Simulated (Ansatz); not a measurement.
# Al2BN3 (ordering on zincblende) by several functionals

All numbers come from the plane-wave code Ansatz. Spin-unpolarised throughout. Whether this structure exists isn't addressed.

An ordered 6-atom cell of Al2BN3 on the zincblende lattice (P3m1), relaxed with r2SCAN. The symmetry is P3m1 (No. 156, trigonal); conventional cell a = 2.941 Å, c = 7.180 Å, 8.97 Å³ an atom. Around B lie 4 N at 1.52–1.78 Å; around Al lie 4 N at 1.84–1.88 Å; around Al lie 4 N at 1.83–1.86 Å; around N lie 3 B at 1.78 Å and 1 Al at 1.88 Å; around N lie 4 Al at 1.84–1.86 Å; around N lie 1 B at 1.52 Å and 3 Al at 1.83 Å.

```cif
data_structure
_symmetry_space_group_name_H-M 'P3m1'
_symmetry_Int_Tables_number 156
_cell_length_a 2.9414
_cell_length_b 2.9414
_cell_length_c 7.1800
_cell_angle_alpha 90.000
_cell_angle_beta 90.000
_cell_angle_gamma 120.000
_cell_volume 53.80
loop_
_atom_site_label
_atom_site_type_symbol
_atom_site_symmetry_multiplicity
_atom_site_Wyckoff_symbol
_atom_site_fract_x
_atom_site_fract_y
_atom_site_fract_z
_atom_site_occupancy
B1 B 1 a 0.00000 0.00000 0.01254 1
Al1 Al 1 c 0.66667 0.33333 0.67663 1
Al2 Al 1 b 0.33333 0.66667 0.31970 1
N1 N 1 c 0.66667 0.33333 0.93823 1
N2 N 1 b 0.33333 0.66667 0.57897 1
N3 N 1 a 0.00000 0.00000 0.22393 1
```

Relaxed lattice by functional, symmetry kept:
```csv
functional,k mesh,a (Å),c (Å),volume (Å³/atom)
PBE,12×12×4,2.959,7.233,9.14
r2SCAN,12×12×4,2.941,7.180,8.97
```

Band edges at fixed r2SCAN geometry:

| level | k mesh | gap (eV) | kind | edges | least direct gap (eV) |
| --- | --- | --- | --- | --- | --- |
| PBE | 12×12×4 | 3.13 | indirect | Γ → M | 4.12 |
| r2SCAN | 12×12×4 | 3.67 | indirect | Γ → M | 4.72 |
| HSE06 | 6×6×2 | 4.30 | indirect | Γ → M | 5.42 |
| PBE0 | 6×6×2 | 5.03 | indirect | Γ → M | 6.17 |

PBE: smearing of 0.02 eV; the others have fixed occupations.
Wave cutoffs: 420 eV, 500 eV (r2SCAN).

The HSE06 gap is indirect, 4.30 eV (Γ to M), below the direct gap of 5.42 eV at M.

r2SCAN covers 46 % of the step from PBE to HSE06, while HSE06 needs about 5 times r2SCAN's rough cost (on a coarser mesh). Among these functionals the gap stays indirect.

The meshes of the hybrids are coarse, so their gaps aren't converged to the digits shown.
